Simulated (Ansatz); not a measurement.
LiF:
```yaml
crystal:
  lattice:
    - [0.00000, 2.03391, 2.03391]
    - [2.03391, 0.00000, 2.03391]
    - [2.03391, 2.03391, 0.00000]
  atoms:
    - { symbol: Li, position: [0.00000, 0.00000, 0.00000] }
    - { symbol: F, position: [0.50000, 0.50000, 0.50000] }
```

Cartesian axes are those of the cell as given.

**Question.** Give the high-frequency dielectric tensor and the Born effective charge tensors of the independent atoms from DFPT, PBE (plane waves, PAW; program Ansatz).

**Answer.** 
ε∞:
```
2.05  0.00  0.00
0.00  2.05  0.00
0.00  0.00  2.05
```
Z* of atom 1 (Li), rows: field, columns: displacement, in e:
```
1.05  0.00  0.00
0.00  1.05  0.00
0.00  0.00  1.05
```
Z* of atom 2 (F), rows: field, columns: displacement, in e:
```
-1.05   0.00   0.00
 0.00  -1.05   0.00
 0.00   0.00  -1.05
```

Static charges for comparison (Bader): Li1 +0.90, F2 -0.90 e. Born charges measure polarisation by displacement and can exceed these by far.

Space group Fm-3m (rock salt). The PBE relaxation kept the symmetry of its start; phonons on a q-mesh show no instability.

Potentials: the later of the program's two PAW sets.
